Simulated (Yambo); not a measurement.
```xyz
2
Lattice="0.0000 2.8157 2.8157 2.8157 0.0000 2.8157 2.8157 2.8157 0.0000" Properties=species:S:1:pos:R:3 pbc="T T T"
S      2.8157     2.8157     2.8157
Ca     0.0000     0.0000     0.0000
```

CaS (rock salt, space group Fm-3m, No. 225) under isotropic strain (on all lattice vectors), counted from the cell relaxed with PBEsol, atoms relaxed at each step. PBEsol (Quantum ESPRESSO, PseudoDojo norm-conserving, 68 Ry, no spin-orbit coupling); G0W0 in Yambo (4×4×4 Γ-centred k mesh, 103 bands and a 10 Ry block in the screening, 103 bands in G with the Bruneval-Gonze terminator, plasmon pole fitted at 27.2 eV).

Unstrained, the direct gap at X is 3.00 eV in PBEsol and 5.04 eV in G0W0.

**Question.** How fast does it move with strain?

**Answer.** Between -0.7 % and +1 % the direct gap at X has a volume deformation potential dE/dlnV of 2.3 eV in G0W0 and 1.9 eV in PBEsol. (G0W0: 4.991 eV at -0.7 %, 5.106 eV at +1 %; Δ ln V = 3 ln(1.01/0.993) = 0.0509.) Convergence of the GW settings isn't established.
